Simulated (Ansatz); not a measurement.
A geometry of Ge away from equilibrium: the start of the relaxation of a relaxed Ge cell shaken by Gaussian noise of σ = 0.08 Å a coordinate. Computed with PBEsol (plane waves to 420 eV, PAW, scalar-relativistic; Ansatz, a first-principles code). Γ-centred k-mesh 5×5×5 on the run's cell (coarser than for final values), Fermi–Dirac smearing 0.05 eV.

```xyz
8
Lattice="5.3229 0.0000 0.0000 0.0000 5.3229 0.0000 0.0000 0.0000 5.3229" Properties=species:S:1:pos:R:3 pbc="T T T"
Ge     1.4241     0.1067     2.7088
Ge     3.9743     0.0390     2.5312
Ge    -0.0910     2.6877     1.2907
Ge     0.0690     2.5324     3.8596
Ge     2.6975     1.3956     0.1541
Ge     2.6176     3.9744     0.1144
Ge     0.0213     0.0348     0.0792
Ge     2.6446     2.5813     2.6440
```

**Question.** Which atoms carry the largest force, and which way does it point?

**Answer.** 0.60 eV/Å, on Ge1 (atoms numbered as listed); on Ge1 its components are (-0.55, -0.22, 0.11).

**Question.** What is the pressure?

**Answer.** +1.2 GPa, compression positive.

**Question.** How far above the relaxed end point is this geometry?

**Answer.** 0.14 to 0.18 eV/atom (the two k-meshes of the run give this range); the path ends in Pm-3m (No. 221) (AFLOW prototype A_cP1_221_a (A_h)).

No spin polarisation in the result.

The end of the path is a generated cell of Ge: the first start was made by placing the elements on the sites of a structure type, and the end was not matched to a known phase here, so it may be hypothetical. Known forms of Ge include space group No. 227.
